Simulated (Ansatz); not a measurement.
Sn:
```
CELL_PARAMETERS angstrom
     -4.05380     4.05380     4.05380
      4.05380    -4.05380     4.05380
      4.05380     4.05380    -4.05380
ATOMIC_POSITIONS crystal
  Sn 0.20569 0.20569 0.20569
  Sn 0.50000 0.00000 0.29431
  Sn 0.29431 0.50000 0.00000
  Sn 0.00000 0.29431 0.50000
  Sn 0.79431 0.79431 0.79431
  Sn 0.50000 0.00000 0.70569
  Sn 0.70569 0.50000 0.00000
  Sn 0.00000 0.70569 0.50000
```

Relaxed with PBE. Special points in fractions of this cell's reciprocal vectors: Γ (0.000, 0.000, 0.000); H (0.500, -0.500, 0.500); N (0.000, 0.000, 0.500); P (0.250, 0.250, 0.250).

Task: List the band energies nearest the Fermi level at these points for PBE with spin–orbit coupling (plane waves, PAW; program Ansatz).

Result: In eV from the Fermi level; about four levels below and three above (degenerate sets whole), none deeper than 8.9 eV; points with the same levels are listed once.

| k | below | above |
|---|---|---|
| Γ | -0.96 -0.96 -0.96 -0.96 -0.51 -0.51 | 1.17 1.17 1.35 1.35 1.35 1.35 |
| H | -1.80 -1.80 -1.80 -1.80 -1.68 -1.68 | 0.14 0.14 0.66 0.66 0.66 0.66 |
| N | -0.72 -0.72 -0.72 -0.72 | 0.36 0.36 0.36 0.36 |
| P | -1.95 -1.95 -1.95 -1.95 -1.95 -1.95 -1.77 -1.77 | 1.50 1.50 1.75 1.75 1.75 1.75 1.75 1.75 |

Space group Ia-3. The start of the workflow was typed in or built on a structure type; neither database checked (COD, Materials Project) lists it. It is not the phase usual at ambient conditions (space group No. 141). Symmetry was held in the PBE relaxation; whether a distortion lowers the energy is not shown.

Potentials: the earlier of the program's two PAW sets.
